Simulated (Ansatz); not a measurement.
MgO (rock salt, Fm-3m), PBE in the plane-wave PAW code Ansatz. The conduction-band minimum lies at Γ, with 1 equivalent valley. Second derivatives d²E/dk² of the lowest band at one valley (eV·Å²), along Cartesian directions:

```tsv
direction	d²E/dk²
[100]	22.65
[010]	22.65
[001]	22.65
[110]	22.65
[101]	22.65
[011]	22.65
```

Question: Find the principal effective masses, the density-of-states mass and the conductivity mass.

Answer: Off-diagonal terms follow from H_xy = H[110] − (H_xx + H_yy)/2, and m*/mₑ = 7.620 eV·Å² over each eigenvalue: 0.34, 0.34, 0.34. One valley's DOS mass (m₁m₂m₃)^(1/3) = 0.34, conductivity mass 3/(Σ 1/mᵢ) = 0.34 mₑ.

Question: What effective density of states Nc follows at 300 K for parabolic valleys?

Answer: Nc = 2.509e19 × 1 × (0.34)^(3/2) ≈ 5.0e18 cm⁻³.

Symmetry was held in the PBE relaxation.

Potentials: the earlier of the program's two PAW sets.

Edges and masses are those of Kohn–Sham bands, whose gap is no quasiparticle gap.
